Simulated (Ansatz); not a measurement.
A 3-atom cell of SrCl2 started from a crystallographic database, relaxed with r2SCAN: space group Fm-3m (No. 225), cubic; conventional cell a = 6.995 Å, 28.53 Å³ an atom. Around Sr lie 8 Cl at 3.03 Å; around Cl lie 4 Sr at 3.03 Å. One-shot G0W0@PBE in the PAW code Ansatz on a 4×4×4 mesh (contour deformation, no spin-orbit coupling), from a PBE gap of 5.312 eV over the mesh points (the G0W0 gap is indirect on the mesh); the number N of bands summed and the screening cutoff rise together. No spin polarisation and no zero-point or thermal motion.

| N | cutoff (eV) | 1000/N | G0W0 gap (eV) |
| --- | --- | --- | --- |
| 206 | 100 | 4.854 | 7.348 |
| 481 | 180 | 2.079 | 7.512 |

Task: Lay a straight line in 1000/N through these rows.

Result: The slope is -0.0591 eV per unit of 1000/N and the intercept 7.635 eV.

Task: Predict the gap at N = 922 (260 eV).

Result: 7.635 + (-0.0591) × 1.085 = 7.571 eV; the run gives 7.584 eV, +0.013 eV from the line.

Task: With that run's result added, what limit do the last two rows suggest?

Result: Their slope is (7.584 − 7.512)/(1.085 − 2.079) = -0.0724, which meets 1/N = 0 at 7.66 eV, against 7.635 eV from the first line. The slope steepens, so 1/N isn't yet asymptotic and the true limit probably lies higher still; the k mesh isn't extrapolated.
